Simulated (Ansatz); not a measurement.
## Equation of state of LiRe3 under PBE

The structure is cubic, space group Fm-3m (No. 225). The conventional cell has a = 6.106 Å, b = 6.106 Å, c = 6.106 Å, α = 90.00°, β = 90.00°, γ = 90.00°. Around Re (site symmetry m-3m) lie 8 Re at 2.64 Å. Re (site symmetry -43m) is surrounded by 4 Re at 2.64 Å and 4 Li at 2.64 Å. Around Li (site symmetry m-3m) lie 8 Re at 2.64 Å.

The cell comes from a database or a generator and needn't be the stable form of this composition.

The cell was scaled at fixed shape and fractions and run with Ansatz, Ansatz PAW, cutoff 420 eV; PBE, k mesh 8 × 8 × 8 on the cell of 4 atoms, fermi-dirac occupations of 0.05 eV, no spin polarisation, no spin-orbit coupling. Energies are those that the program minimises, any entropy of the smearing included. For a metal such a mesh isn't converged to the digits shown.

```tsv
V (Å³/atom)	energy over the lowest row (meV/atom)
13.3730	30.83
13.6575	9.82
13.9420	0.00
14.2266	0.24
14.5111	9.52
14.7956	?
15.0801	51.50
```

Problem. Fit the third-order Birch-Murnaghan form, give V0, B0 and B′, and predict the energy left open.

Solution. With y = (V0/V)^(2/3), E = E0 + (9 V0 B0/16) [(y - 1)³ B′ + (y - 1)² (6 - 4y)]. Least squares through the rows shown give V0 = 14.0757 Å³/atom, E0 = -1.07 meV, B0 = 265.9 GPa (1 eV/Å³ = 160.218 GPa) and B′ = 4.36, with a largest miss of 0.01 meV. At V = 14.7956 the form with these constants gives 26.88 meV; the run gave 26.87 meV an atom.
